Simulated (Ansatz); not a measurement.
Consider the following.

InSe:
```cif
data_In6Se6
_chemical_formula_sum 'In6 Se6'
_space_group_name_H-M_alt 'R3m :H'
_space_group_IT_number 160
_space_group_name_Hall 'R 3 -2"'
_cell_length_a 4.02857
_cell_length_b 4.02857
_cell_length_c 25.47430
_cell_angle_alpha 90.000
_cell_angle_beta 90.000
_cell_angle_gamma 120.000
loop_
_atom_site_label
_atom_site_type_symbol
_atom_site_symmetry_multiplicity
_atom_site_Wyckoff_symbol
_atom_site_fract_x
_atom_site_fract_y
_atom_site_fract_z
_atom_site_occupancy
In1 In 3 a 0.00000 0.00000 0.11084 1
In2 In 3 a 0.00000 0.00000 0.00135 1
Se1 Se 3 a 0.00000 0.00000 0.61850 1
Se2 Se 3 a 0.00000 0.00000 0.82702 1
```
(The calculation used a cell of 4 atoms; values per cell refer to that cell.)

This is the r²SCAN+D4-relaxed structure.

Q: All from the program Ansatz at the r²SCAN+D4 level (PAW), unless another level is named. Give the hole effective mass.

A: 0.085, 1.8, 1.8 mₑ (principal values).

Q: Predict the band gap.

A: 0.85 eV (direct).

Q: And the weight of the valence-edge state by species (Voronoi cells)?

A: Se 71 %, In 29 %.

Q: Give the weight of the conduction-edge state by species (Voronoi cells).

A: Se 53 %, In 47 %.

Q: Next, the valence-band maximum?

A: at T.

The workflow started from a Materials Project entry (that database holds measured and hypothetical structures alike); the Crystallography Open Database files this formula in space group No. 160, but the cells were not matched. It is not the phase usual at ambient conditions (space group No. 194). The cell was relaxed with r²SCAN+D4 under the symmetry of its start; its stability against distortions is not shown here. Scalar-relativistic: spin–orbit coupling is off unless named, which matters more the heavier the elements.

Potentials: the later of the program's two PAW sets.
